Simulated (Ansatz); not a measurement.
ScTaPb₂O₆:
```
ScTaPb2O6
1.0
    0.00000     4.06581     4.06581
    4.06581     0.00000     4.06581
    4.06581     4.06581     0.00000
Sc Ta Pb O
1 1 2 6
Direct
  0.00000   0.00000   0.00000
  0.50000   0.50000   0.50000
  0.25000   0.25000   0.25000
  0.75000   0.75000   0.75000
  0.25625   0.25625   0.74375
  0.74375   0.74375   0.25625
  0.74375   0.25625   0.25625
  0.25625   0.74375   0.74375
  0.25625   0.74375   0.25625
  0.74375   0.25625   0.74375
```

Relaxed with r²SCAN. DFT-r²SCAN in the program Ansatz with PAW potentials gives a gap of 3.07 eV.

**Question.** What gap does HSE06 give on the same cell (Ansatz, PAW)?

**Answer.** 3.65 eV, 0.58 eV more. The hybrid was solved on a coarser mesh and at special points; its gap is the smallest among all of these.

```tsv
k	v1 r²SCAN	c1 r²SCAN	v1 HSE06	c1 HSE06
Γ	-0.14	3.72	?	?
X	0.00	3.07	0.00	3.65
L	-0.60	3.65	?	?
W	-0.49	4.10	?	?
K	-0.34	3.59	?	?
```

**Question.** Top valence (v1) and lowest conduction level (c1) in eV from each method's valence maximum (which need not be a listed point): supply the withheld HSE06 values.

**Answer.** 
- K, v1 HSE06: -0.39
- K, c1 HSE06: 4.21
- L, v1 HSE06: -0.83
- L, c1 HSE06: 4.28
- W, v1 HSE06: -0.60
- W, c1 HSE06: 4.73
- Γ, v1 HSE06: -0.34
- Γ, c1 HSE06: 4.55

Cost on shared cores: the r²SCAN run (SCF on a 6×6×6 mesh, then bands and DOS) around 2.1 core-minutes (rough), the HSE06 run (SCF on 4×4×4, then a few points) very roughly 8 core-minutes; the tasks are unlike.

Space group Fm-3m. The workflow started from a Materials Project entry (that database holds measured and hypothetical structures alike); the Crystallography Open Database copy checked does not list it. Whether it is the stable phase at ambient conditions was not checked. The r²SCAN relaxation kept the symmetry of its start; its stability against distortions is not shown here. No spin polarisation was allowed. Scalar-relativistic: spin–orbit coupling is off unless named, which matters more the heavier the elements.

Potentials: the later of the program's two PAW sets.
